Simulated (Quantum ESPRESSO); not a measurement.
# Strain and stress in Ge7

These are calculations, not measurements. They come from pw.x of Quantum ESPRESSO 7.5, a plane-wave density functional program, with PseudoDojo standard norm-conserving files (v0.5 for PBE, v0.4.1 for LDA and PBEsol). The cells are made up: elements, strain and atom displacements were drawn at random, and nothing was relaxed. There is no spin polarisation, spin-orbit coupling or dispersion term.

The cell has 8 sites of a zincblende or diamond lattice. Sites 1 to 4 hold Ge Ge empty Ge; sites 5 to 8 hold Ge Ge Ge Ge. Cell vectors in Å: (5.670, 0.023, 0.035); (0.023, 5.544, 0.012); (0.035, 0.012, 5.588). Settings: PBE, cutoff 1061 eV, 6 x 6 x 6 k mesh shifted by half a step, Fermi-Dirac smearing of 0.1 eV.

Each run adds the same strain along x and y to one cell, with the atoms carried along; the vectors above are those of run 4. Stress is positive in tension and P is minus a third of its trace. E is the free energy for each atom above the lowest run shown.

```
run  strain (%)  s_xx (GPa)  s_yy (GPa)  s_zz (GPa)  s_xy (GPa)  P (GPa)  E (meV/atom)
  1       -2.11       -5.44       -6.11       -4.01        0.61     5.19         38.10
  3       -0.88       -3.61       -4.28       -2.70        0.55     3.53         19.54
  4       -0.23       -2.73       -3.40       -2.08        0.51     2.74         12.39
  5        0.25       -2.11       -2.77       -1.66        0.49     2.18          8.19
  6        1.24       -0.92       -1.58       -0.85        0.45     1.11          2.35
  7        2.33        0.26       -0.38       -0.06        0.40     0.06          0.00
  2       -1.53           ?           ?           ?           ?        ?             ?
```

A rerun of one of these cells at 1347 eV and k mesh 8 x 8 x 8 moved values by no more than 0.006 eV in the cell's energy, 0.02 GPa in stress and 0.005 eV/Å in force.

## Worked fit

A parabola through the six runs shown gives s_xx = -2.43 + 1.30 e - 0.062 e² GPa, with e in per cent and a scatter of 0.01 GPa. The slope is a stiffness of 130 ± 1 GPa for each unit of this strain at e = 0, the sum of the responses of s_xx to strain along x and along y. The atoms are clamped, and relaxing them would in general lower it. The error is the larger of the fit's own and the change that a cubic makes, rounded up.

## Withheld run

Question: what s_xx should run 2 give?

The fit gives -4.56 GPa. The calculation gave -4.55 GPa.

```
run  strain (%)  s_xx (GPa)  s_yy (GPa)  s_zz (GPa)  s_xy (GPa)  P (GPa)  E (meV/atom)
  2       -1.53       -4.55       -5.22       -3.37        0.58     4.38         28.50
```